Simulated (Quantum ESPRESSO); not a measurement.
## Hf2InPtRu3Ti in 6 site orders

These are calculations, not measurements. They come from Quantum ESPRESSO 7.5, a public plane-wave density functional program. Each row is one single-point run on a made-up periodic cell of eight metal atoms, with elements, volume, strain and displacements drawn at random and not relaxed, so a cell may be unstable or far from any real phase. There is no spin polarisation or spin-orbit coupling.

Settings: PBE unless stated; PseudoDojo standard norm-conserving files; Fermi-Dirac width 0.25 eV, which means electrons at about 2900 K; cutoff 1143 eV; 6 x 4 x 4 k mesh shifted half a step off Gamma. E is the free energy of the whole cell (internal energy minus TS), so a -TS column is already part of it. Stress is positive in tension, and the pressure P is minus a third of its trace.

Checks: one run of this series was repeated at a higher cutoff and on a denser mesh, which moved values by no more than 0.004 eV, 0.02 GPa and 0.008 eV/Å, and a second program with other atomic files agreed on it to 2 % rms in force and 0.5 GPa in pressure. Known limits: heavy elements are run without spin-orbit coupling, which real alloys of them have; a spin test at this wide smearing found no moment, but such smearing suppresses magnetism that the real alloy may have.

The lattice is face-centred cubic, and the cell vectors in Å are (-0.008, 4.062, 0.063); (-4.157, -0.055, -4.050); (-4.146, 0.071, 4.040), a volume of 136.38 Å³. The runs put one composition on the same eight displaced sites in different orders. E is counted from run 1, and the rms force is over all 24 components. Nothing is relaxed, so E mixes bonding between neighbours with strain on unrelaxed sites, and it is not an ordering energy.

| run | elements on sites 1 to 8 | E (eV) | -TS (eV) | rms force (eV/Å) | largest force (eV/Å) | P (GPa) |
|---|---|---|---|---|---|---|
| 1 | Ru Pt Hf Ru In Hf Ru Ti | 0.000 | -1.667 | 1.061 | 4.00 | 2.04 |
| 2 | Ru In Ti Hf Ru Ru Pt Hf | -0.335 | -1.707 | 1.107 | 3.22 | 1.73 |
| 3 | Pt Ru In Ru Hf Ti Ru Hf | -1.395 | -1.637 | 0.974 | 3.13 | 0.33 |
| 4 | Pt Ru In Hf Hf Ru Ti Ru | -0.209 | -1.668 | 1.038 | 3.06 | 1.82 |
| 5 | Hf Pt Ru Ru In Ti Ru Hf | -0.337 | -1.760 | 1.140 | 3.65 | ? |
| 6 | Hf Ti Ru Hf Ru Pt In Ru | -1.472 | -1.612 | 0.894 | 2.48 | -0.06 |

## Worked fit

A straight line through the runs shown gives P = 2.11 + 1.37 E GPa with E in eV, an error of 0.09 on the slope and a scatter of 0.13 GPa. At this fixed volume the orders of higher energy tend to have the higher pressure.

## Withheld value

Question: what pressure should run 5 give?

The fit gives 1.65 ± 0.15 GPa. The calculation gave 2.19 GPa. This run lies off the fit by more than twice that error, so something that the fit leaves out matters here.
